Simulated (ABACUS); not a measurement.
Input and output of a self-consistent single point for InSb (F-43m, 8 atoms in the cell; from Materials Project mp-20012, changed as shown) (ABACUS).

Level of theory: PBE, PseudoDojo 0.5 standard norm-conserving PBE (tails mended) pseudopotentials (plane waves; ABACUS 3.10.1).

The change in words: lattice scaled by 1.02. Reference geometry (F-43m):
```yaml
crystal:
  lattice:
    - [6.63322, 0.00000, 0.00000]
    - [0.00000, 6.63322, 0.00000]
    - [0.00000, 0.00000, 6.63322]
  atoms:
    - { symbol: In, position: [0.00000, 0.00000, 0.00000] }
    - { symbol: In, position: [0.00000, 0.50000, 0.50000] }
    - { symbol: In, position: [0.50000, 0.00000, 0.50000] }
    - { symbol: In, position: [0.50000, 0.50000, 0.00000] }
    - { symbol: Sb, position: [0.25000, 0.25000, 0.75000] }
    - { symbol: Sb, position: [0.25000, 0.75000, 0.25000] }
    - { symbol: Sb, position: [0.75000, 0.25000, 0.25000] }
    - { symbol: Sb, position: [0.75000, 0.75000, 0.75000] }
```

Reference input (self-consistent single point, DFT, PBE, plane waves, PseudoDojo 0.5 standard norm-conserving PBE (tails mended) pseudopotentials): KPT = Gamma 4 4 4 0 0 0; basis_type = pw; ecutwfc = 80 Ry; smearing_method = fd; smearing_sigma = 0.00734986 Ry; potentials = PseudoDojo 0.5 standard norm-conserving PBE (tails mended); symmetry = 1; symmetry_prec = 1e-05; ks_solver = dav_subspace; scf_nmax = 100; scf_thr = 1.0e-09 Ry; mixing_type = broyden. This run's input differs from it in these lines:

```diff
@@ -26,5 +26,5 @@
 LATTICE_VECTORS
-  12.5349691244    0.0000000000    0.0000000000
-   0.0000000000   12.5349691244    0.0000000000
-   0.0000000000    0.0000000000   12.5349691244
+  12.7856677510    0.0000000000    0.0000000000
+   0.0000000000   12.7856677510    0.0000000000
+   0.0000000000    0.0000000000   12.7856677510
```

Output, abridged:

```
 SELF-CONSISTENT
 -------------------------------------------

                                 init_chg = atomic

 PW ALGORITHM --------------- ION=   1  ELEC=   1--------------------------------

 Notice: Threshold on eigenvalues was too large.

 Density error is 0.130719882834
                          Error Threshold = 0.000116133025713
 E_KohnSham     -1259.1201083177     -17131.2079394978
 E_Fermi        0.4372238940         5.9487362599

 PW ALGORITHM --------------- ION=   1  ELEC=   2--------------------------------

 Density error is 0.01661591761
                          Error Threshold = 0.000116714181102
   [... lines left out ...]

 Density error is 6.78503520722e-09
                          Error Threshold = 7.28403313675e-11
 E_KohnSham     -1259.1464314077     -17131.5660835111
 E_Fermi        0.4562217715         6.2072156434

 PW ALGORITHM --------------- ION=   1  ELEC=   8--------------------------------

 Density error is 7.93294398031e-10
                          Error Threshold = 6.05806714931e-12
 E_KohnSham     -1259.1464314115     -17131.5660835622
 E_KS(sigma->0) -1259.1457289930     -17131.5565266693
 E_entropy(-TS) -0.0014048368        -0.0191137859
 E_Fermi        0.4562245132         6.2072529462
 charge density convergence is achieved
 final etot is -17131.566084 eV
 EFERMI = 6.2072529462 eV

 STATE ENERGY(eV) AND OCCUPATIONS    NSPIN == 1
   [... 65 lines left out ...]

 TOTAL-FORCE (eV/Angstrom)
                       In1         0.0000000000         0.0000000000         0.0000000000
                       In2         0.0000000000         0.0000000000         0.0000000000
                       In3         0.0000000000         0.0000000000         0.0000000000
                       In4         0.0000000000         0.0000000000         0.0000000000
                       Sb1        -0.0000102954        -0.0000102954         0.0000102954
                       Sb2        -0.0000102954         0.0000102954        -0.0000102954
                       Sb3         0.0000102954        -0.0000102954        -0.0000102954
   [... lines left out ...]

 TOTAL-STRESS (KBAR)
       -18.8301763136         0.0000000000        -0.0000000000
         0.0000000000       -18.8301763136         0.0000000000
        -0.0000000000         0.0000000000       -18.8301763136
 TOTAL-PRESSURE: -18.830176 KBAR

 --------------------------------------------
 !FINAL_ETOT_IS -17131.5660835622111335 eV
 --------------------------------------------
```

The run converged in 8 iterations. Against the reference run the free energy rises by 13.1 meV/atom and the pressure goes from 0.02 to -1.88 GPa.

The structure comes from a collection of computed structures, made at another level of theory; the collection holds predicted forms beside known ones. No clean gap shows at this smearing width and mesh (spacing up to 0.23 Å⁻¹); the mesh is coarse for partly filled bands, so the values carry mesh errors. Semi-local functionals can close small gaps.

Cost on one core: very roughly 4 core-minutes.

“Tails mended”: in these copies of the files the far tail of each local potential was reset to the Coulomb form.
